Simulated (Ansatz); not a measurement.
## Hf2Pd2Se2Br2O3: changing the functional

```yaml
crystal:
  lattice:
    - [5.76069, 0.00496, -0.00286]
    - [-0.52750, 5.84664, 0.03413]
    - [-1.48435, -0.92642, 6.64586]
  atoms:
    - { symbol: Hf, position: [0.74540, 0.39602, 0.34989] }
    - { symbol: Hf, position: [0.28763, 0.45322, 0.59401] }
    - { symbol: Pd, position: [0.90854, 0.13294, 0.84849] }
    - { symbol: Pd, position: [0.25249, 0.90323, 0.35874] }
    - { symbol: Se, position: [0.63469, 0.40355, 0.93716] }
    - { symbol: Se, position: [0.62597, 0.78174, 0.53023] }
    - { symbol: Br, position: [0.85273, 0.99089, 0.15355] }
    - { symbol: Br, position: [0.22526, 0.82084, 0.86223] }
    - { symbol: O, position: [0.96040, 0.28925, 0.59026] }
    - { symbol: O, position: [0.43233, 0.24524, 0.40864] }
    - { symbol: O, position: [0.07457, 0.58308, 0.36682] }
```

The cell comes from a database or a generator and needn't be the stable form of this composition.

Kept alike: task band structure; k mesh 5 × 5 × 4; occupations fermi-dirac, width 0.05 eV; no spin polarisation. Program: Ansatz, Ansatz PAW. Cutoffs run from 420 to 500 eV. The mesh is that of the run's cell of 11 atoms. No spin-orbit coupling.

| functional | band gap (eV) | pressure (GPa) |
| --- | --- | --- |
| BLYP | 0.236 | 4.22 |
| PBE | 0.214 | 0.01 |
| PBEsol | 0.181 | -4.24 |
| RPBE | 0.237 | 2.80 |
| r2SCAN | 0.382 | -2.30 |
| revPBE | 0.231 | 2.05 |

Pressure is positive in compression, with a Pulay correction for the finite cutoff. Spin-orbit coupling, left out here, moves the band edges of heavy atoms and can close or invert small gaps. Gaps are the smaller of the mesh's and the band path's. All rows use potentials made for PBE.

**Question.** What does the functional change here?

**Answer.** The band gap runs from 0.181 (PBEsol) to 0.382 eV (r2SCAN). From PBE: BLYP +0.022; PBEsol -0.033; RPBE +0.023; r2SCAN +0.168; revPBE +0.017. The pressure runs from -4.24 (PBEsol) to 4.22 GPa (BLYP). From PBE: BLYP +4.21; PBEsol -4.25; RPBE +2.79; r2SCAN -2.31; revPBE +2.04. A positive pressure means that the functional's own cell is larger than the one given, a negative one that it is smaller.
